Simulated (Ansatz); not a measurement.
A scan (energy against volume; even scaling of the relaxed cell, symmetry kept) gave these values. Method: PBE-D3(BJ) (plane waves to 420 eV, PAW, scalar-relativistic; Ansatz, a program for electronic structure).

| Item | Value |
|---|---|
| Bulk modulus at fixed cell shape B₀ (third-order Birch-Murnaghan fit) | 59.1 GPa |
| Pressure derivative B₀′ (fit) | 4.8 |
| Equilibrium volume of the fit | 18.51 Å³/atom |

Task: Of these crystals, all scanned alike, which one is it?
(A) HfS₂ (CdI2 type)
(B) TaS₂ (CdI2 type)
(C) BN (h-BN type, space group P6_3/mmc)

Result: B, TaS₂ (CdI2 type). The others have, for the bulk modulus at fixed cell shape: HfS2 46.2 GPa, BN 242 GPa

All were relaxed with their symmetry unable to fall. HfS2 is run without spin polarisation. Spin-orbit coupling is left out. TaS2 is run without spin polarisation. With the shape held, the modulus is that of even scaling; a crystal free to change shape is softer.

(Under strain, the slope of the energy per volume gives the stress and its curvature an elastic modulus.)
